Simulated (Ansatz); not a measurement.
## An elastic constant from a strain scan in Ta$_{2}$O$_{5}$

Level of theory: DFT PBEsol, scalar-relativistic, plane waves, PAW in Ansatz. Settings: plane waves to 420 eV, k-mesh 10×10×6 (Γ-centred), Gaussian smearing 0.03 eV. Spin–orbit coupling is left out, which can shift energies with elements as heavy as these. No spin polarisation. Energies are free energies at this smearing, counted from the undisturbed cell; pressure is positive in compression.

Zero of the scan (relaxed at this level; it needn't be the usual structure):

```
Ta O
1.0
     3.66999    0.00000    0.00000
     0.00000    3.85909    0.00000
     0.00000    0.00000    6.43348
Ta O
2 5
Direct
  0.50000 0.00000 0.50000
  0.00000 0.00000 0.00000
  0.50000 0.50000 0.50000
  0.00000 0.00000 0.67925
  0.00000 0.50000 0.00000
  0.50000 0.00000 0.00000
  0.00000 0.00000 0.32075
```

The cell is strained by ε times the Voigt pattern (0, 0, 0, 0, 1, 0) (xx, yy, zz, yz, xz, xy; engineering shear) with fractional coordinates fixed. The cell holds 7 atoms in V0 = 91.12 Å³. The stress column is τ = (1/V0) dE/dε, got from the stress tensor σ (compression positive) at each point as −det(1 + εP) σ : P(1 + εP)⁻¹, with P the pattern as a tensor.

| ε | ΔE (meV/atom) | τ (GPa) |
| --- | --- | --- |
| -0.1312 | 44.014 | -8.727 |
| -0.1125 | 31.885 | -7.274 |
| -0.0937 | 21.809 | -5.908 |
| -0.0750 | 13.815 | -4.630 |
| -0.0562 | 7.692 | -3.411 |
| -0.0375 | 3.387 | -2.248 |
| -0.0187 | 0.829 | -1.113 |
| 0.0000 | 0.000 | 0.000 |
| 0.0187 | 0.829 | 1.113 |
| 0.0375 | 3.387 | 2.248 |
| 0.0562 | 7.692 | 3.411 |
| 0.0750 | 13.815 | 4.630 |
| 0.0937 | 21.809 | 5.908 |
| 0.1125 | 31.885 | 7.274 |
| 0.1312 | 44.014 | 8.727 |
| 0.1500 | ? | ? |

Problem. Which combination of elastic constants does this scan measure, and how large is it?

Solution. For small ε, τ = τ0 + Kε with K = pᵀCp, which for this pattern is C55 in the Cartesian frame shown. The parabola through τ at ε = -0.0187, 0 and 0.0187 has slope K = 59 GPa at zero. The energies per cell, E = NΔE, of the same two points give K = 2[E(ε₊)/ε₊ − E(ε₋)/ε₋]/[(ε₊ − ε₋)V0] = 58 GPa, in agreement. These are clamped-ion values.

Problem. Predict the withheld row at ε = 0.1500 from the harmonic law, and compare.

Solution. ΔE = V0(τ0 ε + Kε²/2)/N = 54.381 meV/atom and τ = 8.92 GPa. The calculation gives 58.521 meV/atom and 10.28 GPa: the energy lies 8 % above the harmonic value.

Forces appear on the atoms along this scan, and letting them relax would lower the energy and soften the response.